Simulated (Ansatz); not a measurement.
MnGe (rock salt, Fm-3m), PBE (plane waves, PAW; program Ansatz), all energies at zero smearing, with the estimated change up to a 700 eV cutoff added, with one set of potentials and settings (totals compare only within such a set). Cell of 2 atoms (1 Ge, 1 Mn): -8193.477 eV.

```tsv
element	reference phase	E (eV/atom)
Ge	Fd-3m, 2 atoms in the cell	-4294.9847
Mn	I-43m, 29 atoms in the cell, spin-polarised	-3898.8617
```

Formation energy per atom, worked out: (-8193.477 − 1×(-4294.9847) − 1×(-3898.8617))/2 = 0.185 eV/atom (18 kJ per mol of atoms), at 0 K, without zero-point energy or fitted corrections.

The cell is a constructed one: a structure type filled with these elements; neither database checked (COD, Materials Project) lists it. Whether it is the stable phase at ambient conditions was not checked. Symmetry was held in the PBE relaxation; whether a distortion lowers the energy is not shown. The final state is ferromagnetic, chosen from 3 collinear starts compared on coarse meshes (ties went to the first, and starts can fall back to one state), not a proven ground state. The references are the lowest solids computed at this level, not always the standard phases.

Potentials: the later of the program's two PAW sets.
